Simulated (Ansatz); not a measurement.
## Ga₂S: start and end of a relaxation

The guess for Ga₂S was made by a generator: random cell by space group and Wyckoff sites (P6/mmm, No. 191). The dimensions are guesses.

POSCAR.start

```
Ga S
1.0
     3.51736    0.00000    0.00000
    -1.75868    3.04612    0.00000
     0.00000    0.00000    6.34521
Ga S
2 1
Direct
  0.33333 0.66667 0.50000
  0.66667 0.33333 0.50000
  0.00000 0.00000 0.50000
```

Theory: DFT PBE, scalar-relativistic, plane waves, PAW (Ansatz). Cutoff 420 eV, Gaussian smearing, Γ-centred meshes. Cell and atoms relax first on a coarse mesh and then on a finer one. In between, the cell is made exact in the group found at 0.06 Å. In metals the finer mesh still leaves noise of several meV/atom or more. The steps can't lower the symmetry of their start. No spin polarisation.

POSCAR.end

```
Ga S
1.0
     5.05686    0.00000    0.00000
    -2.52843    4.37937    0.00000
     0.00000    0.00000    2.52596
Ga S
2 1
Direct
  0.33333 0.66667 0.50000
  0.66667 0.33333 0.50000
  0.00000 0.00000 0.50000
```

The symmetry stays P6/mmm (No. 191). The volume per atom shrinks by 17.7 %, from 22.7 to 18.6 Å³. The shortest distance goes from 2.03 Å (Ga–S and Ga–Ga) to 2.53 Å (Ga–Ga and S–S). The ratio c/a of the conventional cell changes by a factor of 0.28. The energy falls by about 4.6 eV/atom (the start's value is from the coarse mesh).

```yaml
Volume_per_atom: 18.65 Å³
Density: 5.09 g/cm³
Energy_over_the_elements: +0.04 eV/atom
Gap_on_the_12×12×18_mesh_of_the_3-atom_cell: 0 eV (a metal)
```

Formation energies are uncorrected and refer to the elements' standard structures at the same level. The separate elements lie lower, so it is unstable against them.

The last run used Gaussian smearing of 0.10 eV. The reference form of S is held partly by dispersion forces, which this level lacks. A structure relaxed within its symmetry needn't be a true minimum. In all, the 4 runs took 110 s on 1 thread of Intel(R) Xeon(R) Platinum 8488C (Sapphire Rapids), on a shared host.
